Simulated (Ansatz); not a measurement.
Total density of states per atom from plane-wave PAW PBE (Ansatz code), in 0.25 eV bins, energy from the Fermi level:

```
E (eV)  states/eV/atom
------  --------------
-7.85             0.00
-7.60             0.01
-7.35             0.13
-7.10             0.32
-6.85             0.64
-6.60             0.71
-6.35             0.31
-6.10             0.26
-5.85             0.30
-5.60             0.42
-5.35             0.61
-5.10             0.85
-4.85             1.70
-4.60             1.00
-4.35             0.87
-4.10             2.49
-3.85             1.69
-3.60             0.61
-3.35             2.43
-3.10             2.87
-2.85             1.76
-2.60             1.26
-2.35             0.92
-2.10             1.23
-1.85             1.12
-1.60             0.89
-1.35             0.69
-1.10             0.61
-0.85             0.42
-0.60             0.33
-0.35             0.32
-0.10             0.24
0.15              0.38
0.40              0.83
0.65              1.11
0.90              1.13
1.15              0.95
1.40              0.82
1.65              0.79
1.90              0.54
2.15              0.27
2.40              0.27
2.65              0.46
2.90              0.43
3.15              0.39
3.40              0.43
3.65              0.45
3.90              0.40
4.15              0.35
4.40              0.34
4.65              0.45
4.90              0.46
```

**Question.** Pick the material that matches.
(A) TaAs, P-6m2 (Ta on 1a, As on 1f)
(B) CuI, P-6m2 (Cu on 1a, I on 1f)
(C) NbAs, CsCl type
(D) MnCuAs, P4/nmm (Mn on 2c, Cu on 2b, As on 2c)

**Answer.** D, MnCuAs, P4/nmm (Mn on 2c, Cu on 2b, As on 2c). Within 0.5 eV of the Fermi level: Mn 3d 65 %, As 4p 13 %, Cu 3d 6 %, outside the projected shells 8 %. Projections are on Löwdin-orthogonalised atomic valence shells; empty p or d shells of many metals are not among them.

The first step of the workflow began from a Materials Project structure, measured or hypothetical; the Crystallography Open Database copy checked does not list it. Whether it is the stable phase at ambient conditions was not checked. The PBE relaxation kept the symmetry of its start, as lowered by the spin order; whether a distortion lowers the energy is not shown. Spin order of the final state: antiferromagnetic, chosen from 3 collinear starts compared on coarse meshes (ties went to the first, and starts can fall back to one state), not a proven ground state. Scalar-relativistic: spin–orbit coupling is off unless named, which matters more the heavier the elements.

Potentials: the later of the program's two PAW sets.
